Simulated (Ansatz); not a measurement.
PbF$_{2}$ (fluorite, space group No. 225), PBE in the plane-wave PAW code Ansatz. The conduction-band minimum lies at X, with 3 equivalent valleys. Second derivatives d²E/dk² of the lowest band at one valley (eV·Å²), along Cartesian directions:

```csv
direction,d²E/dk²
[100],3.094
[010],15.09
[001],15.09
[110],9.089
[101],9.089
[011],15.09
```

Task: Find the principal effective masses, the density-of-states mass and the conductivity mass.

Result: Off-diagonal terms follow from H_xy = H[110] − (H_xx + H_yy)/2, and m*/mₑ = 7.620 eV·Å² over each eigenvalue: 0.50, 0.50, 2.5. One valley's DOS mass (m₁m₂m₃)^(1/3) = 0.86, conductivity mass 3/(Σ 1/mᵢ) = 0.69 mₑ.

Task: What effective density of states Nc follows at 300 K for parabolic valleys?

Result: Nc = 2.509e19 × 3 × (0.86)^(3/2) ≈ 6.0e19 cm⁻³.

Space group Fm-3m (fluorite). The cell was relaxed with PBE under the symmetry of its start. Scalar-relativistic: spin–orbit coupling is off unless named, which matters more the heavier the elements.

Potentials: the later of the program's two PAW sets.

Edges and masses are those of Kohn–Sham bands, whose gap is no quasiparticle gap.
